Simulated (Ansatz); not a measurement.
FeNi (L1₀ or tetragonal B2, P4/mmm) at seven volumes, plane-wave PAW PBEsol (Ansatz code), shape and atoms relaxed at each. One row is withheld.

```tsv
V (Å³/atom)	P (GPa)
9.792	24.74
10.115	14.81
10.438	6.65
10.761	0.00
11.084	-5.67
11.407	?
11.729	-15.00
```

Question: Fit the shown pressures and predict the withheld one.

Answer: P = (3/2)B₀(x^(7/2) − x^(5/2))[1 + (3/4)(B′ − 4)(x − 1)] with x = (V₀/V)^(2/3). Least squares on the six rows gives V₀ = 10.757 Å³/atom, B₀ = 210 GPa, B′ = 4.65. At V = 11.407, x = 0.9616 and P = -10.75 GPa. The run itself gave -10.74 GPa.

The first step of the workflow began from a Materials Project structure, measured or hypothetical; the Crystallography Open Database files this formula in space group No. 123, but the cells were not matched. Whether it is the stable phase at ambient conditions was not checked. Symmetry was held in the PBEsol relaxation; whether a distortion lowers the energy is not shown. Magnetic state: ferromagnetic, chosen from 5 collinear starts compared on coarse meshes (ties went to the first, and starts can fall back to one state), not a proven ground state.

Potentials: the later of the program's two PAW sets.
